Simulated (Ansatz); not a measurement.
Data:

La₃Te₄:
```yaml
crystal:
  lattice:
    - [-4.72465, 4.72465, 4.72465]
    - [4.72465, -4.72465, 4.72465]
    - [4.72465, 4.72465, -4.72465]
  atoms:
    - { symbol: Te, position: [0.15512, 0.15512, 0.15512] }
    - { symbol: Te, position: [0.84488, 0.50000, 0.00000] }
    - { symbol: Te, position: [0.50000, 0.00000, 0.34488] }
    - { symbol: Te, position: [0.00000, 0.84488, 0.50000] }
    - { symbol: Te, position: [0.34488, 0.50000, 0.00000] }
    - { symbol: Te, position: [0.65512, 0.65512, 0.65512] }
    - { symbol: Te, position: [0.00000, 0.34488, 0.50000] }
    - { symbol: Te, position: [0.50000, 0.00000, 0.84488] }
    - { symbol: La, position: [0.25000, 0.62500, 0.37500] }
    - { symbol: La, position: [0.37500, 0.25000, 0.62500] }
    - { symbol: La, position: [0.75000, 0.87500, 0.12500] }
    - { symbol: La, position: [0.12500, 0.75000, 0.87500] }
    - { symbol: La, position: [0.62500, 0.37500, 0.25000] }
    - { symbol: La, position: [0.87500, 0.12500, 0.75000] }
```

This is the LDA-relaxed structure.

Q: All from plane-wave PAW LDA (Ansatz code), unless another level is named. Predict the electronic character.

A: metallic (no gap).

Q: What about the formation energy from the elements (no fitted shifts)?

A: -1.64 eV/atom.

Q: What about the density of states at the Fermi level?

A: 0.96 states/eV per atom (mean over ±0.08 eV).

Space group I-43d. The workflow started from an entry of the Crystallography Open Database (COD). Whether it is the stable phase at ambient conditions was not checked. Symmetry was held in the LDA relaxation; its stability against distortions is not shown here. The references are the lowest solids computed at this level, not always the standard phases. Scalar-relativistic: spin–orbit coupling is off unless named, which matters more the heavier the elements.

Potentials: the later of the program's two PAW sets.
